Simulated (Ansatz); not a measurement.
The relaxed structure here is a generated cell of BeS: the first start was made by placing the elements on the sites of a structure type, and the end was not matched to a known phase here, so it may be hypothetical.

A relaxed structure of BeS. Space group P6₃mc (No. 186), AFLOW prototype AB_hP8_186_ab_ab (B5, as in SiC). These are PBEsol (plane waves to 420 eV, PAW, scalar-relativistic; Ansatz, a program for electronic structure) values and carry that method's errors.

```xyz
8
Lattice="3.4162 0.0000 0.0000 -1.7081 2.9585 0.0000 0.0000 0.0000 11.2086" Properties=species:S:1:pos:R:3 pbc="T T T"
Be     0.0000     0.0000    11.2072
Be     0.0000     0.0000     5.6029
Be     1.7081     0.9862     8.4088
Be     0.0000     1.9724     2.8044
S      0.0000     0.0000     9.1137
S      0.0000     0.0000     3.5093
S      1.7081     0.9862     6.3044
S      0.0000     1.9724     0.7001
```

For BeS, the volume per atom is 14.16 Å³, the band gap is 3.40 eV, indirect (valence top at Γ, conduction bottom at M) (no spin-orbit coupling) and the smallest direct gap is 4.50 eV at M. The shortest distances is Be–S 2.09 Å; Be–Be 3.42 Å; S–S 3.42 Å and the k-mesh is 11×11×3.

Band energies at high-symmetry points (eV from the VBM; labels of this space group; no spin-orbit coupling), from −5 eV up to 5.4 eV:

```csv
point,energies
Γ,-3.44 -3.43 -1.11 -1.11 -0.66 -0.66 -0.59 -0.59 -0.08 0.00 0.00 5.20 5.25
M,-4.99 -4.65 -3.62 -3.06 -2.72 -2.04 -2.03 -1.98 -1.44 -1.10 3.40 3.59 4.69 5.01
K,-4.96 -4.87 -4.87 -4.60 -4.60 -4.15 -3.34 -3.34 -3.00 -2.31 -2.31 -1.59 4.82 4.82 5.40
A,-1.30 -1.30 -0.98 -0.98 -0.98 -0.98 -0.20 -0.20 -0.20 -0.20 5.23 5.23
L,-3.01 -3.01 -2.54 -2.54 -1.96 -1.96 -1.41 -1.41 3.75 3.75 4.89 4.89
H,-4.66 -4.66 -4.19 -4.19 -3.78 -3.78 -2.22 -2.22 -2.09 -2.09 4.21 4.21
```

No spin polarisation in the result.

The run could not lose the symmetry of its start, so the end can be a saddle point.
